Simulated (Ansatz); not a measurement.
## SnSiO4 (rutile sites, Cmmm): zone-centre phonons and dielectric response

Perturbation theory with PBEsol in Ansatz 0.2.0 on the PBEsol cell, ground state and force constants on a 4×4×6 mesh. (Calculated; spin-unpolarised; the phase may be known or hypothetical.)

The symmetry is Cmmm (No. 65, orthorhombic); a = 6.271 Å, b = 6.433 Å, c = 2.953 Å in the conventional setting, 9.93 Å³ an atom. Sn is surrounded by 6 O at 2.02–2.08 Å and 2 Sn at 2.95 Å; Si is surrounded by 6 O at 1.76–1.86 Å; O is surrounded by 2 Si at 1.86 Å and 1 Sn at 2.08 Å; O is surrounded by 1 Si at 1.76 Å and 2 Sn at 2.02 Å.

```yaml
crystal:
  lattice:
    - [3.21648, -3.13548, 0.00000]
    - [3.21648, 3.13548, 0.00000]
    - [0.00000, 0.00000, 2.95273]
  atoms:
    - { symbol: Sn, position: [0.50000, 0.50000, 0.50000] }
    - { symbol: Si, position: [0.00000, 0.00000, 0.00000] }
    - { symbol: O, position: [0.17706, 0.17706, 0.50000] }
    - { symbol: O, position: [0.82294, 0.82294, 0.50000] }
    - { symbol: O, position: [0.71930, 0.28070, 0.00000] }
    - { symbol: O, position: [0.28070, 0.71930, 0.00000] }
```

Optical modes without the longitudinal term:

| ω (cm⁻¹) | degeneracy | IR intensity, summed over the level ((D/Å)²/amu) |
| --- | --- | --- |
| 136 | 1 | 0.00 |
| 224 | 1 | 0.81 |
| 239 | 1 | 12.57 |
| 310 | 1 | 8.92 |
| 369 | 1 | 0.00 |
| 403 | 1 | 42.39 |
| 443 | 1 | 0.11 |
| 455 | 1 | 0.00 |
| 553 | 1 | 13.08 |
| 562 | 1 | 0.00 |
| 619 | 1 | 3.43 |
| 625 | 1 | 25.40 |
| 671 | 1 | 0.00 |
| 714 | 1 | 27.31 |
| 826 | 1 | 0.00 |

The zone-centre optical frequencies run from 136 to 826 cm⁻¹, none imaginary (the rest of the zone wasn't tested). With the long-range field the highest mode reaches 933 cm⁻¹. By the program's warning the force constants, and with them frequencies and ε⁰, aren't converged on this mesh. Of the real levels 9 are infrared active, the strongest at 403 cm⁻¹.

ε∞: 4.18, 3.95 and 4.26 along x, y and z. With the ions relaxed, ε⁰ is 14.4, 10.7 and 14.5 along x, y and z. Born charges, averaged over directions: Sn +4.14, Si +4.17, O -2.11 to -2.05 e. The program notes that the ground state's band table doesn't vouch for all the bands that the response reads.

For comparison, on the r2SCAN cell the mean ε∞ is 3.74 with r2SCAN (ground state on 6×6×8; least gap 3.02 eV).

No spin-orbit coupling is included; it can move band edges with weight on the heavy atoms by tenths of an eV.
